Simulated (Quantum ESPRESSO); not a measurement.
```
CELL_PARAMETERS angstrom
      3.50927     0.00000     0.00000
     -1.75463     3.03912     0.00000
      0.00000     0.00000    17.30000
ATOMIC_POSITIONS crystal
  H  0.66667 0.33333 0.88154
  H  0.33333 0.66667 0.11846
  O  0.66667 0.33333 0.93736
  O  0.33333 0.66667 0.06264
  Cd 0.00000 0.00000 0.00000
```

The layer was cut from Materials Project entry mp-625548 and relaxed with PBEsol in a cell 17.3 Å high, with the Coulomb interaction truncated along z.

**Question.** What does norm-conserving PBEsol (Quantum ESPRESSO, 102 Ry, with spin-orbit coupling) give for the electronic structure near the Fermi level?

**Answer.** The PBEsol gap is direct, 2.23 eV at Γ. The valence-band maximum lies 4.26 eV below the vacuum level. 

This is a model layer cut from the bulk structure; whether it is stable on its own was not checked.
